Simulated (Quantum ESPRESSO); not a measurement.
# Band energies of KBr at -1.5 % isotropic strain

```
CELL_PARAMETERS angstrom
      0.00000     3.22522     3.22522
      3.22522     0.00000     3.22522
      3.22522     3.22522     0.00000
ATOMIC_POSITIONS crystal
  K  0.00000 0.00000 0.00000
  Br 0.50000 0.50000 0.50000
```

PBEsol (Quantum ESPRESSO, PseudoDojo norm-conserving, 74 Ry, no spin-orbit coupling); path ΓXWKΓLUWLK,UX; energies in eV from the valence-band maximum.

| k (1/Å) | point | band 4 | band 5 | band 6 | band 7 | band 8 | band 9 | band 10 | band 11 |
|---|---|---|---|---|---|---|---|---|---|
| 0.00 | Γ | -11.02 | -11.02 | 0.00 | 0.00 | 0.00 | 4.46 | 7.53 | 7.53 |
| 0.22 |  | -11.03 | -10.98 | -0.29 | -0.05 | -0.05 | 4.89 | 7.17 | 7.87 |
| 0.43 |  | -11.04 | -10.93 | -0.74 | -0.15 | -0.15 | 5.77 | 6.52 | 8.78 |
| 0.76 |  | -11.07 | -11.06 | -0.94 | -0.29 | -0.29 | 5.80 | 7.04 | 9.28 |
| 0.97 | X | -11.07 | -11.07 | -0.90 | -0.31 | -0.31 | 5.65 | 7.34 | 9.42 |
| 1.34 |  | -11.10 | -10.94 | -0.76 | -0.58 | -0.54 | 6.66 | 8.09 | 8.23 |
| 1.46 | W | -11.11 | -10.92 | -0.66 | -0.66 | -0.63 | 7.34 | 7.34 | 8.43 |
| 1.58 |  | -11.09 | -10.93 | -0.72 | -0.69 | -0.52 | 6.89 | 7.84 | 8.40 |
| 1.81 | K | -11.06 | -10.95 | -0.78 | -0.73 | -0.38 | 6.47 | 8.37 | 8.54 |
| 1.91 |  | -11.05 | -10.90 | -0.90 | -0.70 | -0.40 | 6.87 | 8.13 | 8.73 |
| 2.12 |  | -11.03 | -10.84 | -1.06 | -0.49 | -0.40 | 7.09 | 7.50 | 8.82 |
| 2.43 |  | -11.02 | -10.89 | -0.72 | -0.22 | -0.18 | 5.77 | 7.18 | 8.06 |
| 2.63 |  | -11.02 | -10.98 | -0.25 | -0.07 | -0.05 | 4.87 | 7.37 | 7.67 |
| 2.84 | Γ | -11.02 | -11.02 | 0.00 | 0.00 | 0.00 | 4.46 | 7.53 | 7.53 |
| 2.94 |  | -11.02 | -11.01 | -0.07 | -0.02 | -0.02 | 4.57 | 7.50 | 7.58 |
| 3.15 |  | -11.03 | -10.93 | -0.51 | -0.13 | -0.13 | 5.32 | 7.38 | 7.97 |
| 3.47 |  | -11.03 | -10.79 | -1.20 | -0.35 | -0.35 | 6.39 | 7.99 | 9.11 |
| 3.68 | L | -11.03 | -10.75 | -1.35 | -0.40 | -0.40 | 6.57 | 8.37 | 9.88 |
| 3.98 |  | -11.04 | -10.83 | -1.16 | -0.52 | -0.40 | 6.88 | 7.99 | 9.26 |
| 4.18 |  | -11.05 | -10.92 | -0.89 | -0.68 | -0.39 | 6.70 | 8.21 | 8.70 |
| 4.28 | U | -11.06 | -10.95 | -0.78 | -0.73 | -0.38 | 6.47 | 8.37 | 8.54 |
| 4.51 |  | -11.09 | -10.93 | -0.72 | -0.69 | -0.52 | 6.89 | 7.84 | 8.40 |
| 4.62 | W | -11.11 | -10.92 | -0.66 | -0.66 | -0.63 | 7.34 | 7.34 | 8.43 |
| 4.72 |  | -11.10 | -10.91 | -0.76 | -0.65 | -0.55 | 7.31 | 7.38 | 8.49 |
| 5.02 |  | -11.04 | -10.83 | -1.16 | -0.51 | -0.41 | 6.91 | 7.93 | 9.26 |
| 5.21 |  | -11.03 | -10.76 | -1.33 | -0.42 | -0.40 | 6.62 | 8.32 | 9.79 |
| 5.31 | L | -11.03 | -10.75 | -1.35 | -0.40 | -0.40 | 6.57 | 8.37 | 9.88 |
| 5.48 |  | -11.03 | -10.78 | -1.29 | -0.44 | -0.40 | 6.70 | 8.21 | 9.61 |
| 5.65 |  | -11.04 | -10.85 | -1.10 | -0.55 | -0.40 | 6.90 | 7.95 | 9.14 |
| 5.91 | K | -11.06 | -10.95 | -0.78 | -0.73 | -0.38 | 6.47 | 8.37 | 8.54 |
| 5.91 | U | -11.06 | -10.95 | -0.78 | -0.73 | -0.38 | 6.47 | 8.37 | 8.54 |
| 5.99 |  | -11.06 | -11.00 | -0.83 | -0.58 | -0.36 | 6.15 | 7.96 | 8.91 |
| 6.25 | X | -11.07 | -11.07 | -0.90 | -0.31 | -0.31 | 5.65 | 7.34 | 9.42 |

The PBEsol gap is direct, 4.46 eV at Γ.

Spin-orbit splittings are left out.

Geometry strained from the cell relaxed with PBEsol, atoms relaxed again.
